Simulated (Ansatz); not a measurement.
Data:

Al₂Au:
```
Al2Au
1.0
    0.00000     3.00102     3.00102
    3.00102     0.00000     3.00102
    3.00102     3.00102     0.00000
Al Au
2 1
Direct
  0.25000   0.25000   0.25000
  0.75000   0.75000   0.75000
  0.00000   0.00000   0.00000
```

This is the PBEsol-relaxed structure.

Task: All from the program Ansatz at the PBEsol level (PAW), unless another level is named. Estimate the Hill bulk and shear moduli.

Result: 115 and 41.0 GPa.

Task: And the elastic constants (relaxed ions, GPa)?

Result: C11 = 153, C12 = 96.1, C44 = 52.1.

Space group Fm-3m (fluorite or antifluorite type). The PBEsol relaxation kept the symmetry of its start; of distortions, only those at the zone centre were tested. As this level gives no gap, shear constants depend on the k-mesh and smearing (Fermi–Dirac, 0.1 eV here). Spin–orbit coupling is left out wherever it is not named.

Potentials: the earlier of the program's two PAW sets.
